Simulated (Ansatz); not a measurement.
## Elastic constants of TiHg at 25 GPa (stress–strain coefficients): input and output

The calculation used DFT LDA, scalar-relativistic, plane waves, PAW in Ansatz 0.2.0.

Launched with:
```bash
ansatz run input.yaml --threads 1 --pin off --max-ram 3072MiB --backend cpu --events-out ev --progress --plain --runs-dir out
```

Input (bare energies are in eV):
```yaml
crystal:
  lattice:
    - [2.7975170779, 0.0, 0.0]
    - [0.0, 2.7975170779, 0.0]
    - [0.0, 0.0, 3.8707074888]
  atoms:
    - { symbol: Ti, position: [0.5, 0.5, 0.5] }
    - { symbol: Hg, position: [0.0, 0.0, 0.0] }
basis:
  ecutwfc: 420
kpoints:
  mp_grid: { grid: [16, 16, 12] }
hamiltonian:
  xc: lda
scf:
  occupations: { method: fermi_dirac, width: 0.15 }
output:
  forces: true
  stress: true
  eigenvalues: true
elastic:
  mode: relaxed_ion
  amplitude: 0.005
```

From the output:
```
--- Elastic constants: 4 strain directions × 4 members + reference (group order 16) ---
  dense FFT box of the reference and of every strained cell: 20×20×27
  strains applied: 11, 33, 23, 12; error gains: componentwise 1.00 (the most a stress slope's error grows in a printed constant), spectral 1.41 (1 for all six strains in a standard setting)
  C = ∂σ_k/∂η_j (tension-positive GPa; Voigt order 11 22 33 23 13 12):
       324.915    183.205    219.286      0.000      0.000     -0.000
       183.205    324.915    219.286      0.000      0.000     -0.000
       219.270    219.270    316.478      0.000      0.000     -0.000
         0.000      0.000      0.000    151.673      0.000      0.000
         0.000      0.000      0.000      0.000    151.673      0.000
        -0.000     -0.000     -0.000      0.000      0.000     56.214
  reference stress σ⁰ (GPa):    -25.001    -25.001    -25.001     -0.000     -0.000     -0.000
  C* (energy form; C + prestress term) asymmetry max|C*_kj − C*_jk| = 1.555e-2 GPa — a small one proves nothing (zero by symmetry where the batch's group is 432, −43m or m−3m); a large one is finite-difference/SCF noise where every solve ...
  moduli (Voigt/Reuss/Hill, GPa): K = 245.54/244.89/245.22   G = 94.88/73.66/84.27   E = 226.83   ν = 0.346
  mechanically stable: yes (min eigenvalue of sym C = 56.21 GPa)
  strain η (Voigt 11):  stress-route row diagonal C_11 = 324.92 GPa, energy-path curvature d²(F+E_count+ΔE)/dδ²/Ω₀ = 324.80 GPa
    cells at ±δ against ±2δ: C11 325.08 and 325.56 GPa, apart by 0.15 % of the column's largest entry
         δ    σ_11 (GPa) F (eV) n_scf n_hpsi n_pw
    -1.000e-2     -28.3942      -15972.8320061       9  223454    605   relax 0 steps, max|allowed force component| 1.26e-29 eV/Å
    -5.000e-3     -26.6607      -15972.8580224       4  168112    607   relax 0 steps, max|allowed force component| 1.30e-29 eV/Å
     5.000e-3     -23.4099      -15972.9053117       4  168896    610   relax 0 steps, max|allowed force component| 0.00e0 eV/Å
     1.000e-2     -21.8831      -15972.9267176       7  177570    613   relax 0 steps, max|allowed force component| 3.16e-30 eV/Å
  strain η (Voigt 33):  stress-route row diagonal C_33 = 316.48 GPa, energy-path curvature d²(F+E_count+ΔE)/dδ²/Ω₀ = 316.51 GPa
    cells at ±δ against ±2δ: C23 219.33 and 219.48 GPa, apart by 0.05 % of the column's largest entry
         δ    σ_33 (GPa) F (eV) n_scf n_hpsi n_pw
    -1.000e-2     -28.2435      -15972.8321260       8  119108    604   relax 0 steps, max|allowed force component| 2.12e-28 eV/Å
    -5.000e-3     -26.6026      -15972.8580456       4   93176    606   relax 0 steps, max|allowed force component| 8.58e-30 eV/Å
     5.000e-3     -23.4377      -15972.9053278       4   92755    613   relax 0 steps, max|allowed force component| 2.96e-31 eV/Å
     1.000e-2     -21.9132      -15972.9267611       7   96718    613   relax 0 steps, max|allowed force component| 3.25e-30 eV/Å
  strain η (Voigt 23):  stress-route row diagonal C_44 = 151.67 GPa, energy-path curvature d²(F+E_count+ΔE)/dδ²/Ω₀ = 164.17 GPa
    cells at ±δ against ±2δ: C44 151.67 and 151.67 GPa, apart by 0.00 % of the column's largest entry
         δ    σ_23 (GPa) F (eV) n_scf n_hpsi n_pw
    -1.000e-2      -1.5167      -15972.8808852       8  344949    606   relax 0 steps, max|allowed force component| 0.00e0 eV/Å
    -5.000e-3      -0.7584      -15972.8820479       4  242151    606   relax 0 steps, max|allowed force component| 0.00e0 eV/Å
     5.000e-3       0.7584      -15972.8820479       4  237791    606   relax 0 steps, max|allowed force component| 0.00e0 eV/Å
     1.000e-2       1.5167      -15972.8808852       6  252726    606   relax 0 steps, max|allowed force component| 0.00e0 eV/Å
  strain η (Voigt 12):  stress-route row diagonal C_66 = 56.21 GPa, energy-path curvature d²(F+E_count+ΔE)/dδ²/Ω₀ = 68.66 GPa
    cells at ±δ against ±2δ: C66 56.23 and 56.26 GPa, apart by 0.06 % of the column's largest entry
         δ    σ_12 (GPa) F (eV) n_scf n_hpsi n_pw
    -1.000e-2      -0.5626      -15972.8817870       8  207771    607   relax 0 steps, max|allowed force component| 1.63e-29 eV/Å
    -5.000e-3      -0.2811      -15972.8822727       4  139584    609   relax 0 steps, max|allowed force component| 1.66e-29 eV/Å
     5.000e-3       0.2811      -15972.8822727       4  137340    609   relax 0 steps, max|allowed force component| 2.29e-29 eV/Å
     1.000e-2       0.5626      -15972.8817870       6  145869    607   relax 0 steps, max|allowed force component| 7.89e-29 eV/Å
```

Time: 4.8 min on 1 thread of Arm Neoverse V1 (shared host), peak memory 0.75 GiB.

In a metal, frequencies and elastic constants depend on the k mesh and the smearing, soft modes and shear constants most. Spin–orbit coupling is left out, which can shift energies with elements as heavy as these. Other phases may be more stable at this pressure.